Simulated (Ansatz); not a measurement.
An elastic tensor (GPa, Voigt order, standard axes) from plane-wave PAW LDA (Ansatz code):

```
 219  68.1  80.3   3.9   0.0   0.0
68.1   219  80.3  -3.9   0.0   0.0
80.3  80.3   255   0.0   0.0   0.0
 3.9  -3.9   0.0  73.0   0.0   0.0
 0.0   0.0   0.0   0.0  73.0   3.9
 0.0   0.0   0.0   0.0   3.9  75.6
```

Which of these materials gives this?
(A) LiNbO3, R3c (Li on 6a, Nb on 6a, O on 18b)
(B) SnS2, CdI2 type
(C) TiS2, CdI2 type
(D) PbI2, CdI2 type

A, LiNbO3, R3c (Li on 6a, Nb on 6a, O on 18b)

The cell was relaxed with LDA under the symmetry of its start. No spin polarisation was allowed.

Potentials: the later of the program's two PAW sets.
